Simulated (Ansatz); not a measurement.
Relaxed-ion elastic tensor of AlPt in space group P2_13 (No. 198; Al on 4a, Pt on 4a) in GPa (Voigt order), r²SCAN in the plane-wave PAW code Ansatz; density 12.71 g/cm³, 14.51 Å³ per atom.

|  | 1 | 2 | 3 | 4 | 5 | 6 |
|---|---|---|---|---|---|---|
| 1 | 320 | 145 | 145 | 0.0 | 0.0 | 0.0 |
| 2 | 145 | 320 | 145 | 0.0 | 0.0 | 0.0 |
| 3 | 145 | 145 | 320 | 0.0 | 0.0 | 0.0 |
| 4 | 0.0 | 0.0 | 0.0 | 80.1 | 0.0 | 0.0 |
| 5 | 0.0 | 0.0 | 0.0 | 0.0 | 80.1 | 0.0 |
| 6 | 0.0 | 0.0 | 0.0 | 0.0 | 0.0 | 80.1 |

### Question
Is the crystal mechanically stable?

### Answer
Yes: the smallest eigenvalue of C is 80.1 GPa.

### Question
Work out the Voigt, Reuss and Hill averages.

### Answer
K_V = 203, K_R = 203, K_H = 203; G_V = 83.1, G_R = 82.9, G_H = 83.0 GPa.

### Question
Give Young's modulus, Poisson's ratio, Pugh's ratio and the universal anisotropy index.

### Answer
E = 9KG/(3K + G) = 219 GPa; ν = 0.32; K/G = 2.45 (ductile by the Pugh limit of 1.75); A_U = 5G_V/G_R + K_V/K_R − 6 = 0.01.

### Question
Estimate the sound speeds and the Debye temperature.

### Answer
v_l = √((K + 4G/3)/ρ) = 4970 m/s, v_t = √(G/ρ) = 2560 m/s, mean 2860 m/s; Θ = (h/k)(3n/4πV)^(1/3) v_m = 349 K.

### Question
Give the Zener ratio and Young's modulus along [100], [110] and [111].

### Answer
A = 2C44/(C11 − C12) = 0.91; 1/E = S11 − 2(S11 − S12 − S44/2)Γ with Γ = 0, 1/4, 1/3 gives 230, 216, 212 GPa.

### Question
Solve the Christoffel equation for the three sound speeds along [100], [110], [111].

### Answer
Eigenvalues of C_ijkl n_j n_l equal ρv². In km/s, slowest first: [100] 2.51, 2.51, 5.02; [110] 2.51, 2.63, 4.96; [111] 2.59, 2.59, 4.94.

The first step of the workflow began from a Materials Project structure, measured or hypothetical; the Crystallography Open Database copy checked does not list it. With Al and Pt taken as one species the cell has the higher symmetry Pa-3, so it may be an ordered model of a mixed-site phase. Whether it is the stable phase at ambient conditions was not checked. The r²SCAN relaxation kept the symmetry of its start; of distortions, only those at the zone centre were tested. The run is not spin-polarised. As this level gives no gap, shear constants depend on the k-mesh and smearing (Fermi–Dirac, 0.1 eV here). Scalar-relativistic: spin–orbit coupling is off unless named, which matters more the heavier the elements.

Potentials: the later of the program's two PAW sets.
